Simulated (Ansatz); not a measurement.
SnI2O6F2 — field gradients at the nuclei

The cell is a refined structure from the COD, its atoms then relaxed with PBE in this cell.

```
CELL_PARAMETERS angstrom
5.43600 0.00000 0.00000
0.00000 9.91000 0.00000
-1.67219 0.00000 6.05432
ATOMIC_POSITIONS crystal
Sn 0.80758 0.12842 0.71384
Sn 0.19242 0.62842 0.28616
I 0.41635 0.24580 0.06321
I 0.58365 0.74580 0.93679
I 0.19542 0.01896 0.35928
I 0.80458 0.51896 0.64072
O 0.94493 0.00316 0.51072
O 0.05507 0.50316 0.48928
O 0.14185 0.19860 0.28760
O 0.85815 0.69860 0.71240
O 0.14341 0.23742 0.81010
O 0.85659 0.73742 0.18990
O 0.66124 0.26307 0.90222
O 0.33876 0.76307 0.09778
O 0.46352 0.02950 0.61579
O 0.53648 0.52950 0.38421
O 0.47748 0.06663 0.12805
O 0.52252 0.56663 0.87195
F 0.70421 0.26715 0.47161
F 0.29579 0.76715 0.52839
F 0.90621 0.99002 0.95326
F 0.09379 0.49002 0.04674
```

Sites (sets of like atoms) are named by element and the number of their first atom in this list.

Level of theory: DFT, r2SCAN, plane waves and PAW, scalar-relativistic, 500 eV cutoff, Γ-centred 4×2×4 k-points, Fermi–Dirac smearing 0.02 eV (Ansatz 0.2.0).

C_Q = eQV_zz/h, which is 24.18 MHz for Q = 1 b and V_zz = 10²¹ V/m²; η = (V_xx − V_yy)/V_zz. Directions are in the Cartesian axes of the cell vectors above, for the atom listed; none is given where the gradient is under 0.02 or η is above 0.95.

```csv
site,first atom,first shell,V_zz (10²¹ V/m²),η,"direction of V_zz (x, y, z)"
Sn,1,"2 F at 2.00–2.02 Å, 4 O at 2.06–2.08 Å",-2.24,0.56,0.63 -0.60 -0.50
I3,3,4 O at 1.83–2.36 Å,-60.6,0.12,-0.10 0.87 0.49
I5,5,3 O at 1.84–1.87 Å; also 1 O at 2.42 Å,-59.9,0.10,-0.14 0.85 0.51
O7,7,"1 I at 1.86 Å, 1 Sn at 2.06 Å, angle 134°",14.76,0.31,0.82 -0.07 -0.56
O9,9,"2 I at 1.84–2.36 Å, angle 105°",15.39,0.26,0.00 0.95 -0.31
O11,11,"1 I at 1.87 Å, 1 Sn at 2.07 Å, angle 135°",15.39,0.44,0.63 0.15 0.76
O13,13,"1 I at 1.88 Å, 1 Sn at 2.08 Å, angle 133°",13.91,0.35,0.82 -0.08 -0.56
O15,15,"1 I at 1.87 Å, 1 Sn at 2.06 Å, angle 136°",15.53,0.41,0.61 0.13 0.78
O17,17,1 I at 1.83 Å,16.05,0.17,-0.05 0.97 -0.26
F19,19,1 Sn at 2.02 Å; also 2 I at 2.63–2.71 Å,10.73,0.53,0.10 -0.63 0.77
F21,21,1 Sn at 2.00 Å; also 2 I at 2.63–2.97 Å,11.82,0.35,0.07 -0.64 0.77
```

At O7, O9, O11, O13 and O15 V_zz points along the shorter of its two bonds, to I (within 11°) in each case. At F19 and F21 V_zz points along its bond to Sn (within 5°) in each case. At O17 V_zz points along its bond to I (within 5°).

The largest force is 0.8 eV/Å, so the atoms aren't at the calculated equilibrium and relaxing them would move these values. Without spin–orbit coupling the gradients at and beside I can be off by some per cent, at some sites by more. With these PAW files V_zz is typically within 2 to 3 % of all-electron values, but misses above 10 % occur on I, Sn.
